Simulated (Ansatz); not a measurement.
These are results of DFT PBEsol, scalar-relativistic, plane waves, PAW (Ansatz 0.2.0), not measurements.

Plane waves to 420 eV, a k mesh through Γ of 12×12×12 on the computed 2-atom cell and Gaussian smearing (0.10 eV); no spin polarisation.

```
CELL_PARAMETERS angstrom
2.29228 1.32345 3.98753
-2.29228 1.32345 3.98753
0.00000 -2.64689 3.98753
ATOMIC_POSITIONS crystal
Sb 0.23389 0.23389 0.23389
Sb 0.76611 0.76611 0.76611
```

(1) Is this geometry at equilibrium? Which atom feels the largest force?

(2) Give all forces and the stress.

## Answers

(1) It isn't. Atom 2 (Sb) feels (0.00, 0.00, 0.63) eV/Å, 0.632 eV/Å in size, and symmetry-related atoms feel the same size.

(2)
| atom | Fx | Fy | Fz |
| --- | --- | --- | --- |
| Sb1 | 0.000 | 0.000 | -0.632 |
| Sb2 | 0.000 | 0.000 | 0.632 |
Stress (GPa, compression positive):
```
-7.43  0.00  0.00
 0.00 -7.43  0.00
 0.00  0.00 -6.31
```